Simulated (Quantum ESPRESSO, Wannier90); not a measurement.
SnS (Cmcm): Wannier90 run

Structure: Materials Project mp-559676, symmetrised, not relaxed again. COD (Crystallography Open Database) has the formula in 3 space groups, this one among them (matched by group alone). Method: PBEsol plane waves in Quantum ESPRESSO 7.5 (PseudoDojo norm-conserving files, 58 Ry, spinors with spin-orbit coupling), Bloch states on a 6×6×6 mesh through Γ, Wannier90 4.0.1. Density: 8×8×8 mesh, Gaussian smearing 0.01 Ry. With spin-orbit coupling a semilocal functional can close or falsely invert a small gap; the band order was not checked against a better method. The gap is small at this level and was sampled on the meshes and a path alone.

On the energy scale of pw.x, whose zero is arbitrary, the valence-band maximum lies at 8.18 eV.

Input w.win:

```
num_bands = 20
num_wann = 20
exclude_bands = 1-20,41-72
spinors = true
num_iter = 800
conv_tol = 1.0e-6
conv_window = 4
num_cg_steps = 20
write_hr = true
write_u_matrices = true
auto_projections = true
begin unit_cell_cart
ang
    0.0000000000    0.0000000000    4.0903200000
   -4.0904400000    0.0000000000    0.0000000000
    2.0452200000   -5.8981200000    0.0000000000
end unit_cell_cart
begin atoms_frac
Sn   0.2500000000 -0.1282200000 -0.2564400000
Sn  -0.2500000000  0.1282200000  0.2564400000
S    0.2500000000 -0.3461300000  0.3077400000
S   -0.2500000000  0.3461300000 -0.3077400000
end atoms_frac
mp_grid = 6 6 6
begin kpoints
0.0000000000 0.0000000000 0.0000000000
0.0000000000 0.0000000000 0.1666666667
0.0000000000 0.0000000000 0.3333333333
... (213 more lines: the 6x6x6 mesh through Gamma)
end kpoints
```

Input of pw2wannier90.x that gives the overlap and projection files (equivalent; here they were cut from one run over all bands):

```
&inputpp
  outdir = './out'
  prefix = 'pwscf'
  seedname = 'w'
  write_amn = .true.
  write_mmn = .true.
  atom_proj = .true.
  atom_proj_exclude = 1 2 3 4 5 6 7 8 9 10 13 14 15 16 17 18 19 20 21 22 23 24 25 26 27 28 31 32 33 34 35 36
/
```

Output w.wout (banner and timings cut):

```
                                    ------
                                    SYSTEM
                                    ------

                              Lattice Vectors (Ang)
                    a_1     0.000000   0.000000   4.090320
                    a_2    -4.090440   0.000000   0.000000
                    a_3     2.045220  -5.898120   0.000000

                   Unit Cell Volume:      98.68268  (Ang^3)

                        Reciprocal-Space Vectors (Ang^-1)
                    b_1     0.000000   0.000000   1.536111
                    b_2    -1.536066  -0.532643   0.000000
                    b_3     0.000000  -1.065286   0.000000

 *----------------------------------------------------------------------------*
 |   Site       Fractional Coordinate          Cartesian Coordinate (Ang)     |
 +----------------------------------------------------------------------------+
 | sn   1   0.25000  -0.12822  -0.25644   |    0.00000   1.51251   1.02258    |
 | sn   2  -0.25000   0.12822   0.25644   |    0.00000  -1.51251  -1.02258    |
 | s    1   0.25000  -0.34613   0.30774   |    2.04522  -1.81509   1.02258    |
 | s    2  -0.25000   0.34613  -0.30774   |   -2.04522   1.81509  -1.02258    |
 *----------------------------------------------------------------------------*
                                ------------
                                K-POINT GRID
                                ------------

             Grid size =  6 x  6 x  6      Total points =  216

 *---------------------------------- MAIN ------------------------------------*
 |  Number of Wannier Functions               :                20             |
 |  Number of Objective Wannier Functions     :                20             |
 |  Number of input Bloch states              :                20             |
 |  Output verbosity (1=low, 5=high)          :                 1             |
 |  Timing Level (1=low, 5=high)              :                 1             |
 |  Optimisation (0=memory, 3=speed)          :                 3             |
 |  Length Unit                               :               Ang             |
 |  Post-processing setup (write *.nnkp)      :                 F             |
 |  Using Gamma-only branch of algorithms     :                 F             |
 *----------------------------------------------------------------------------*
 *------------------------------- WANNIERISE ---------------------------------*
 |  Total number of iterations                :               800             |
 |  Number of CG steps before reset           :                20             |
 |  Trial step length for line search         :             2.000             |
 |  Convergence tolerence                     :         0.100E-05             |
 |  Convergence window                        :                 4             |
 |  Iterations between writing output         :                 1             |
 |  Iterations between backing up to disk     :               100             |
 |  Write r^2_nm to file                      :                 F             |
 |  Write xyz WF centres to file              :                 F             |
 |  Write on-site energies <0n|H|0n> to file  :                 F             |
 |  Use guiding centre to control phases      :                 F             |
 |  Use phases for initial projections        :                 F             |
 *----------------------------------------------------------------------------*
 *-------------------------------- PLOTTING ----------------------------------*
 |  Plotting Hamiltonian in WF basis          :                 T             |
 *----------------------------------------------------------------------------*

 *---------------------------------- K-MESH ----------------------------------*
 +----------------------------------------------------------------------------+
 |                    Distance to Nearest-Neighbour Shells                    |
 |                    ------------------------------------                    |
 |          Shell             Distance (Ang^-1)          Multiplicity         |
 |          -----             -----------------          ------------         |
 |             1                   0.177548                      2            |
 |             2                   0.256018                      2            |
 |             3                   0.270966                      4            |
 |             4                   0.311558                      4            |
 |             5                   0.355095                      2            |
 |             6                   0.369417                      4            |
 |             7                   0.372784                      8            |
 |             8                   0.437765                      4            |
       ... (lines left out)
 +----------------------------------------------------------------------------+
 | The b-vectors are chosen automatically                                     |
 | The following shells are used:                       1,  2,  3             |
 +----------------------------------------------------------------------------+
 |                        Shell   # Nearest-Neighbours                        |
 |                        -----   --------------------                        |
 |                          1               2                                 |
 |                          2               2                                 |
 |                          3               4                                 |
 +----------------------------------------------------------------------------+
 | Completeness relation is fully satisfied [Eq. (B1), PRB 56, 12847 (1997)]  |
 +----------------------------------------------------------------------------+
 |                  b_k Vectors (Ang^-1) and Weights (Ang^2)                  |
 |                  ----------------------------------------                  |
 |            No.         b_k(x)      b_k(y)      b_k(z)        w_b           |
 |            ---        --------------------------------     --------        |
 |             1         0.000000   -0.177548    0.000000    13.954159        |
 |             2         0.000000    0.177548    0.000000    13.954159        |
 |             3         0.000000    0.000000    0.256018     7.628293        |
 |             4         0.000000    0.000000   -0.256018     7.628293        |
 |             5        -0.256011   -0.088774    0.000000     3.814370        |
 |             6        -0.256011    0.088774    0.000000     3.814370        |
 |             7         0.256011    0.088774    0.000000     3.814370        |
 |             8         0.256011   -0.088774    0.000000     3.814370        |
 +----------------------------------------------------------------------------+
 |                           b_k Directions (Ang^-1)                          |
 |                           -----------------------                          |
 |            No.           x           y           z                         |
 |            ---        --------------------------------                     |
 |             1         0.000000   -0.177548    0.000000                     |
 |             2         0.000000    0.000000    0.256018                     |
 |             3        -0.256011   -0.088774    0.000000                     |
 |             4        -0.256011    0.088774    0.000000                     |
 +----------------------------------------------------------------------------+

 Starting a new Wannier90 calculation ...

 Reading overlaps from w.mmn

 Reading projections from w.amn

 *------------------------------- WANNIERISE ---------------------------------*
 +--------------------------------------------------------------------+<-- CONV
 | Iter  Delta Spread     RMS Gradient      Spread (Ang^2)            |<-- CONV
 +--------------------------------------------------------------------+<-- CONV

 ------------------------------------------------------------------------------
 Initial State
  WF centre and spread    1  ( -0.000000,  1.226441,  1.022580 )     2.70544257
  WF centre and spread    2  ( -0.000000,  1.226441,  1.022580 )     2.70544257
  WF centre and spread    3  (  0.000000, -1.226441, -1.022580 )     2.70544257
  WF centre and spread    4  (  0.000000, -1.226441, -1.022580 )     2.70544257
  WF centre and spread    5  (  2.045220, -1.832303,  1.022580 )     1.27255294
  WF centre and spread    6  (  2.045220, -1.832303,  1.022580 )     1.27255294
  WF centre and spread    7  (  2.045220, -2.043546,  1.022580 )     3.28178833
  WF centre and spread    8  (  2.045220, -1.897108,  1.022580 )     3.34000691
  WF centre and spread    9  (  2.045220, -1.897108,  1.022580 )     3.34000691
  WF centre and spread   10  (  2.045220, -2.043546,  1.022580 )     3.28178833
  WF centre and spread   11  (  2.045220, -1.960100,  1.022580 )     3.24572615
  WF centre and spread   12  (  2.045220, -1.960100,  1.022580 )     3.24572616
  WF centre and spread   13  ( -2.045220,  1.832303, -1.022580 )     1.27255294
  WF centre and spread   14  ( -2.045220,  1.832303, -1.022580 )     1.27255294
  WF centre and spread   15  ( -2.045220,  2.043546, -1.022580 )     3.28178833
  WF centre and spread   16  ( -2.045220,  1.897108, -1.022580 )     3.34000691
  WF centre and spread   17  ( -2.045220,  1.897108, -1.022580 )     3.34000691
  WF centre and spread   18  ( -2.045220,  2.043546, -1.022580 )     3.28178833
  WF centre and spread   19  ( -2.045220,  1.960100, -1.022580 )     3.24572616
  WF centre and spread   20  ( -2.045220,  1.960100, -1.022580 )     3.24572616
  Sum of centres and spreads (  0.000000, -0.000000, -0.000000 )    55.38206761

      0     0.554E+02     0.0000000000       55.3820675450  <-- CONV
        O_D=      0.1609177 O_OD=     13.4036000 O_TOT=     55.3820675 <-- SPRD
 ------------------------------------------------------------------------------
      1    -0.893E+00     0.7521542338       54.4894722327  <-- CONV
        O_D=      0.1127081 O_OD=     12.5592144 O_TOT=     54.4894722 <-- SPRD
      2    -0.633E+00     0.7596223110       53.8564182104  <-- CONV
        O_D=      0.1367915 O_OD=     11.9020769 O_TOT=     53.8564182 <-- SPRD
      3    -0.459E+00     0.6985477648       53.3975774690  <-- CONV
        O_D=      0.1512828 O_OD=     11.4287448 O_TOT=     53.3975775 <-- SPRD
      4    -0.316E+00     0.6128561564       53.0811858572  <-- CONV
        O_D=      0.1073660 O_OD=     11.1562701 O_TOT=     53.0811859 <-- SPRD
      5    -0.148E+00     0.4434814806       52.9331930758  <-- CONV
        O_D=      0.0905260 O_OD=     11.0251173 O_TOT=     52.9331931 <-- SPRD
       ... (lines left out)
    100    -0.526E-04     0.0070885311       49.6411503051  <-- CONV
        O_D=      0.0781504 O_OD=      7.7454501 O_TOT=     49.6411503 <-- SPRD
       ... (lines left out)
    200    -0.114E-03     0.0109766273       49.6332443028  <-- CONV
        O_D=      0.0798569 O_OD=      7.7358376 O_TOT=     49.6332443 <-- SPRD
       ... (lines left out)
    300    -0.327E-02     0.0572239731       47.3096681741  <-- CONV
        O_D=      0.0794360 O_OD=      5.4126824 O_TOT=     47.3096682 <-- SPRD
       ... (lines left out)
    364    -0.667E-06     0.0008566982       47.2897193565  <-- CONV
        O_D=      0.0801695 O_OD=      5.3920000 O_TOT=     47.2897194 <-- SPRD
    365    -0.457E-06     0.0007261133       47.2897188994  <-- CONV
        O_D=      0.0801687 O_OD=      5.3920003 O_TOT=     47.2897189 <-- SPRD
    366    -0.382E-06     0.0007909641       47.2897185171  <-- CONV
        O_D=      0.0801693 O_OD=      5.3919994 O_TOT=     47.2897185 <-- SPRD
             <<<     Delta < 1.000E-06  over  4 iterations     >>>
             <<< Wannierisation convergence criteria satisfied >>>
 Final State
  WF centre and spread    1  ( -0.000009,  1.156800,  1.022517 )     3.10129804
  WF centre and spread    2  ( -0.000000,  1.156800,  1.022643 )     3.10130434
  WF centre and spread    3  ( -0.000016, -1.156800, -1.022519 )     3.10130249
  WF centre and spread    4  (  0.000007, -1.156800, -1.022641 )     3.10125262
  WF centre and spread    5  (  1.598802, -1.692621,  1.303987 )     2.29133762
  WF centre and spread    6  (  1.585355, -1.691710,  0.762591 )     2.28919002
  WF centre and spread    7  (  2.045471, -2.620861,  1.022734 )     1.87868226
  WF centre and spread    8  (  2.024291, -1.690533,  0.490856 )     2.26364438
  WF centre and spread    9  (  2.050477, -1.690469,  1.554340 )     2.26507027
  WF centre and spread   10  (  2.045067, -2.621070,  1.022642 )     1.87764274
  WF centre and spread   11  (  2.499892, -1.692015,  0.753757 )     2.28928706
  WF centre and spread   12  (  2.512661, -1.691260,  1.269766 )     2.28745792
  WF centre and spread   13  ( -1.589266,  1.692001, -1.289118 )     2.28964019
  WF centre and spread   14  ( -1.587741,  1.691907, -0.758500 )     2.28939610
  WF centre and spread   15  ( -2.045198,  2.620965, -1.022557 )     1.87816735
  WF centre and spread   16  ( -2.042587,  1.690499, -0.490690 )     2.26459315
  WF centre and spread   17  ( -2.045570,  1.690499, -1.554446 )     2.26476294
  WF centre and spread   18  ( -2.045144,  2.620962, -1.022637 )     1.87817895
  WF centre and spread   19  ( -2.502414,  1.691901, -0.757746 )     2.28877960
  WF centre and spread   20  ( -2.503887,  1.691805, -1.284950 )     2.28873053
  Sum of centres and spreads (  0.000191,  0.000001,  0.000030 )    47.28971858

         Spreads (Ang^2)       Omega I      =    41.817549816
        ================       Omega D      =     0.080169276
                               Omega OD     =     5.391999425
    Final Spread (Ang^2)       Omega Total  =    47.289718517
```
